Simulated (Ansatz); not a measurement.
Problem. Each is relaxed and computed with DFT-r²SCAN+D4 in the program Ansatz with PAW potentials. Which is the only metal?
A. SiNF, P3m1 (Si on 1a, N on 1c, F on 1a)
B. Si2MoN4, P6_3/mmc (Mo on 2c, N on 4f, Si on 4f, N on 4e)
C. Si3N4, P6_3/m (Pearson symbol hP42)
D. Si2Ni, P-3m1 (Ni on 1a, Si on 2d)

Solution. D, Si2Ni, P-3m1 (Ni on 1a, Si on 2d). Si2Ni: metal; Si3N4: gap 3.57 eV (indirect); Si2MoN4: gap 1.84 eV (indirect); SiNF: gap 5.62 eV (indirect). Typed or built starts, not in the databases checked: Si2Ni, P-3m1 (Ni on 1a, Si on 2d); Si2MoN4, P6_3/mmc (Mo on 2c, N on 4f, Si on 4f, N on 4e); SiNF, P3m1 (Si on 1a, N on 1c, F on 1a). Not the usual ambient phase: Si2Ni, P-3m1 (Ni on 1a, Si on 2d); Si3N4, P6_3/m (Pearson symbol hP42). Began spin-polarised and lost the moments: Si2Ni, P-3m1 (Ni on 1a, Si on 2d); Si2MoN4, P6_3/mmc (Mo on 2c, N on 4f, Si on 4f, N on 4e). All cells were relaxed under the symmetry of their starts (and spin orders); stability against distortions was not tested throughout. Spin–orbit coupling is left out wherever it is not named.

Potentials: the earlier of the program's two PAW sets.
